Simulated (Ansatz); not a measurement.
**KBr: do energies and stresses tell the same story?**

The calculation used Ansatz 0.2.0, DFT r2SCAN, scalar-relativistic, plane waves, PAW.

Plane waves to 500 eV, a k mesh through Γ of 6×6×6 on the computed 2-atom cell and Gaussian smearing (0.02 eV); no spin polarisation.

Relaxed cell: Fm-3m, a = 6.604 Å, b = 6.604 Å, c = 6.604 Å, α = 90.00°, β = 90.00°, γ = 90.00°, 2 atoms in the primitive cell.

Energies at zero smearing and pressures from the stress tensor, at volumes with shape and atoms relaxed:
```csv
V (Å³/atom),E − E(first) (meV/atom),P (GPa)
31.689,0.00,2.848
32.769,-16.07,1.946
33.849,-26.57,1.192
34.929,-32.42,0.561
36.010,-34.38,0.034
37.090,-33.07,-0.408
38.170,-29.03,-0.778
39.611,-20.17,-1.178
```

Q: Check P = −dE/dV between neighbouring volumes, and get the bulk modulus from the pressures alone.

A: With 1 eV/Å³ = 160.2 GPa:
```tsv
middle V (Å³/atom)	−ΔE/ΔV (GPa)	mean P (GPa)
32.229	2.384	2.397
33.309	1.557	1.569
34.389	0.868	0.877
35.470	0.290	0.298
36.550	-0.194	-0.187
37.630	-0.599	-0.593
38.891	-0.986	-0.978
```

The two differ by 0.014 GPa at most. The mean of two end pressures misses the average over a step by about ΔV² P″/12, up to 0.013 GPa here; with that taken off 0.001 GPa remains. Around V = 36.010 Å³/atom, the two neighbours give B = −V ΔP/ΔV = 36.010 × 0.970 / 2.161 = 16.2 GPa, against B0 = 15.9 GPa from the Birch–Murnaghan fit of the energies.

Cost: 9 runs of about 0.86 core-minutes in all, on Arm Neoverse V1 (shared hosts).